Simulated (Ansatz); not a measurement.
CaPd2Ge2: pressure against volume

CaPd2Ge2, I4/mmm, a = 4.270 Å, c = 10.094 Å. The structure is a Materials Project entry; whether it is the stable form wasn't checked. Ansatz: PBEsol, PAW, 420 eV, Γ-centred 12×12×12 mesh on 5 atoms, Gaussian smearing 0.10 eV; no spin polarisation. Shape and atoms are relaxed at each volume; pressure is positive in compression.

| V (Å³/atom) | P (GPa) |
| --- | --- |
| 17.299 | 6.89 |
| 17.851 | 3.16 |
| 18.403 | 0.00 |
| 18.955 | ? |
| 19.507 | -4.88 |

Question: Take V0 = 18.403 Å³/atom, fit the third-order Birch–Murnaghan form to the other rows, and predict the missing pressure.

Answer: With the Eulerian strain f = ½[(V0/V)^(2/3) − 1] and y = P/[3f(1 + 2f)^(5/2)], the form is the line y = B0 + 1.5 B0 (B0′ − 4) f. Rows (f, y): 0.02105, 98.4; 0.01026, 97.6; -0.01905, 94.1. Means f = 0.004087, y = 96.700; Σ(Δf)² = 0.0008612, ΣΔfΔy = 0.09455; the slope is their ratio. y = 96.25 + 109.8 f GPa, so B0 = 96.2 GPa and B0′ = 4 + 2 × (109.8)/(3 × 96.25) = 4.76. At V = 18.955, f = -0.00975, y = 95.18 and P = -2.65 GPa. The run gave -2.68 GPa, so the fit is 0.03 GPa too high, a small miss on the scale of the series.